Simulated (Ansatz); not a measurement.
Relaxed-ion elastic tensor of Al in space group P6/mmm (No. 191; Al on 2e, Al on 2d, Al on 3f) in GPa (Voigt order), r²SCAN in the plane-wave PAW code Ansatz; density 2.69 g/cm³, 16.64 Å³ per atom.

```csv
,1,2,3,4,5,6
1,139,57.1,43.7,0.0,0.0,0.0
2,57.1,139,43.7,0.0,0.0,0.0
3,43.7,43.7,174,0.0,0.0,0.0
4,0.0,0.0,0.0,-14.2,0.0,0.0
5,0.0,0.0,0.0,0.0,-14.2,0.0
6,0.0,0.0,0.0,0.0,0.0,40.8
```

Task: Is the crystal mechanically stable?

Result: No: the smallest eigenvalue of C is -14.2 GPa.

The start of the workflow was typed in or built on a structure type; neither database checked (COD, Materials Project) lists it. It is not the phase usual at ambient conditions (space group No. 225). Symmetry was held in the r²SCAN relaxation. At this level the phase is mechanically unstable. As this level gives no gap, shear constants depend on the k-mesh and smearing (Fermi–Dirac, 0.1 eV here). On the denser mesh and wider smearing of the elastic run this cell carries a stress of 0.6 GPa.

Potentials: the later of the program's two PAW sets.
